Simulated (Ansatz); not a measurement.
TlSn (P4/mmm), a vibration from a frozen displacement

Level of theory: DFT r2SCAN, scalar-relativistic, plane waves, PAW in Ansatz. Settings: plane waves to 500 eV, k-mesh 14×14×12 (Γ-centred), Gaussian smearing 0.15 eV. Spin–orbit coupling is left out, which matters for the heavy elements here. No spin polarisation. Energies are free energies at this smearing, counted from the undisturbed cell; pressure is positive in compression.

The undisturbed cell (as given, not relaxed at this level; it stands at 0.1 GPa, and it needn't be the usual structure):

```xyz
2
Lattice="3.6147 0.0000 0.0000 0.0000 3.6147 0.0000 0.0000 0.0000 4.3750" Properties=species:S:1:pos:R:3 pbc="T T T"
Tl    0.0000    0.0000    0.0000
Sn    1.8074    1.8074    2.1875
```

Every Sn atom is moved by x along the Cartesian unit vector (0.000, 0.000, -1.000); the cell and all other atoms stay fixed. The cell's volume is 57.16 Å³; the moved atoms weigh 118.710 u together and the others 204.380 u. Some rows repeat others by symmetry and weren't run.

| x (Å) | ΔE (meV/cell) | total force on the moved atoms along the move (eV/Å) | pressure (GPa) |
| --- | --- | --- | --- |
| -0.2000 | 45.49 | 0.4667 | 0.6462 |
| -0.1750 | 34.60 | 0.4047 | 0.5296 |
| -0.1500 | 25.25 | 0.3435 | 0.4280 |
| -0.1250 | 17.42 | 0.2832 | 0.3410 |
| -0.1000 | 11.08 | 0.2242 | 0.2688 |
| -0.0750 | 6.20 | 0.1665 | 0.2118 |
| -0.0500 | 2.74 | 0.1101 | 0.1704 |
| 0.0000 | 0.00 | 0.0000 | 0.1369 |
| 0.0500 | 2.74 | -0.1101 | 0.1704 |
| 0.0750 | 6.20 | -0.1665 | 0.2118 |
| 0.1000 | 11.08 | -0.2242 | 0.2688 |
| 0.1250 | 17.42 | -0.2832 | 0.3410 |
| 0.1500 | 25.25 | -0.3435 | 0.4280 |
| 0.1750 | 34.60 | -0.4047 | 0.5296 |
| 0.2000 | 45.49 | -0.4667 | 0.6462 |

Question: What frequency belongs to this motion?

Answer: The force constant is k = −dF/dx = 2.202 eV/Å², from the parabola through x = -0.0500, 0 and 0.0500. In every cell the moved atoms swing against the rest, so the mass is μ = m₁m₂/(m₁ + m₂) = 75.093 u, and ν̃ = 521.5 cm⁻¹ × √(|k|/μ) = 89 cm⁻¹. To first order in x, and within 1 %, the force on every atom lies along the move and, within each of the two groups, in proportion to the atom's mass, so this is itself a mode at the zone centre of this cell.

Question: How far does the harmonic law reach?

Answer: At x = -0.200 Å, kx²/2 = 44.04 meV against the computed 45.49 meV (+3.3 %): the well is still close to harmonic there.

Question: The pressure changes with x². What does that say about the frequency under compression?

Answer: With E = k(V)x²/2, k ∝ V^(−2γ) and x scaling with the cell as V^(1/3), P − P0 = −∂E/∂V = (2γ − 2/3) ΔE/V. At x = 0.0750 Å, V(P − P0) = 57.16 × 0.07489 / 160.2 eV = 26.72 meV and ΔE = 6.20 meV, so γ = 1/3 + V(P − P0)/(2ΔE) = 2.49. This is the Grüneisen parameter of the motion under uniform scaling of the cell: shrinking the cell evenly by 1 % in volume raises the frequency by about 2.49 %.

In a metal these slopes depend on the k mesh and the smearing.